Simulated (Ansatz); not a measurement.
# Kick test of a cell of B₂C

It was reached by relaxing an invented guess, and it needn't be the stable form of this composition.

Computed with Ansatz, DFT PBE, scalar-relativistic, plane waves, PAW. Settings: cutoff 420 eV, Γ-centred mesh 18×18×10 on the computed 3-atom cell, Gaussian smearing of 0.10 eV; no spin polarisation.

The cell below (3 atoms, space group P-6m2 (No. 187)) is relaxed within its symmetry.

```yaml
crystal:
  lattice:
    - [2.62330, 0.00000, 0.00000]
    - [-1.31165, 2.27184, 0.00000]
    - [0.00000, 0.00000, 3.33130]
  atoms:
    - { symbol: B, position: [0.00000, 0.00000, 0.74517] }
    - { symbol: B, position: [0.00000, 0.00000, 0.25483] }
    - { symbol: C, position: [0.33333, 0.66667, 0.50000] }
```

For the test a repeat of it with 6 atoms (edges 2.62, 3.33, 4.54 Å) was strained at random (σ = 1.5 % a component), the atoms were moved at random (σ = 0.10 Å), and all was relaxed again on a coarse 8×6×6 mesh (in the run’s order of axes) with 0.20 eV smearing, with no symmetry imposed.

Problem. Is the structure stable against such a distortion?

Solution. It returns, within 1 meV/atom of the unmoved cell on that mesh and with the same symmetry when read at 0.1 Å. No instability shows in this cell; modes of other wave vectors, which need another repeat, aren't tested.
